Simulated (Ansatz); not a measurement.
## Response of AlNi to small distortions

```xyz
2
Lattice="2.8810 0.0000 0.0000 0.0000 2.8810 0.0000 0.0000 0.0000 2.8810" Properties=species:S:1:pos:R:3 pbc="T T T"
Al    0.0000    0.0000    0.0000
Ni    1.4405    1.4405    1.4405
```

Atoms are numbered in the order listed.

The geometry is COD entry 9008802, unchecked; take it as a test cell.

Level of theory: DFT, PBEsol, all-electron PAW with datasets made for the crystal, scalar-relativistic (Ansatz 0.2.0).

Settings: a Γ-centred 13×13×13 k mesh, Fermi–Dirac smearing of 0.05 eV, cutoff 280 eV (chosen by the program for this cell), spin-polarised from start moments Ni2 1.5 μB (the moments died away, and the run ended non-magnetic).

The unchanged cell is at -3.38 GPa.

In a metal, stresses and small energies carry noise from the k mesh.

x, y and z are the Cartesian axes of the cell as listed; fractional coordinates follow a strain, and an engineering shear is twice the off-diagonal strain component.

With equal xy, yz and zx engineering shear strains of -2 %: energy change +6 meV/atom; stress change (xx, yy, zz, yz, xz, xy) 0.25, 0.25, 0.25, 2.62, 2.62, 2.62 GPa, compression positive.

Question: With this change (equal xy, yz and zx engineering shear strains of +1 %), what becomes of the energy and stress?

Answer: Energy change +1 meV/atom; stress change (xx, yy, zz, yz, xz, xy) 0.06, 0.06, 0.06, -1.22, -1.22, -1.22 GPa, compression positive.

Question: With this change (equal xy, yz and zx engineering shear strains of +3 %), what becomes of the energy and stress?

Answer: Energy change +12 meV/atom; stress change (xx, yy, zz, yz, xz, xy) 0.49, 0.49, 0.49, -3.41, -3.41, -3.41 GPa, compression positive.

Question: With this change (equal xy, yz and zx engineering shear strains of -3 %), what becomes of the energy and stress?

Answer: Energy change +13 meV/atom; stress change (xx, yy, zz, yz, xz, xy) 0.56, 0.56, 0.56, 4.02, 4.02, 4.02 GPa, compression positive.

Question: With this change (equal xy, yz and zx engineering shear strains of -1 %), what becomes of the energy and stress?

Answer: Energy change +1 meV/atom; stress change (xx, yy, zz, yz, xz, xy) 0.06, 0.06, 0.06, 1.29, 1.29, 1.29 GPa, compression positive.

Question: With this change (equal xy, yz and zx engineering shear strains of +2 %), what becomes of the energy and stress?

Answer: Energy change +5 meV/atom; stress change (xx, yy, zz, yz, xz, xy) 0.22, 0.22, 0.22, -2.37, -2.37, -2.37 GPa, compression positive.
